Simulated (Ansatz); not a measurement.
Si2Mo (MoSi2 or CaC2 type, I4/mmm) at seven volumes, the program Ansatz at the LDA level (PAW), shape and atoms relaxed at each. One row is withheld.

```
V (Å³/atom)  P (GPa)
-----------  -------
11.887         26.06
12.279         15.94
12.671          7.33
13.062          0.00
13.454             ?
13.846        -11.52
14.238        -16.00
```

Question: Fit the shown pressures and predict the withheld one.

Answer: Third-order Birch–Murnaghan: P = (3/2)B₀(x^(7/2) − x^(5/2))[1 + (3/4)(B′ − 4)(x − 1)] with x = (V₀/V)^(2/3). Least squares on the six rows gives V₀ = 13.063 Å³/atom, B₀ = 224.5 GPa, B′ = 4.39. At V = 13.454, x = 0.9805 and P = -6.21 GPa. The run itself gave -6.23 GPa.

The LDA relaxation kept the symmetry of its start. No spin polarisation was allowed.

Potentials: the earlier of the program's two PAW sets. The files were generated under PBE; for other functionals the program regenerates the frozen cores, and for LDA and PBEsol the local potential too.
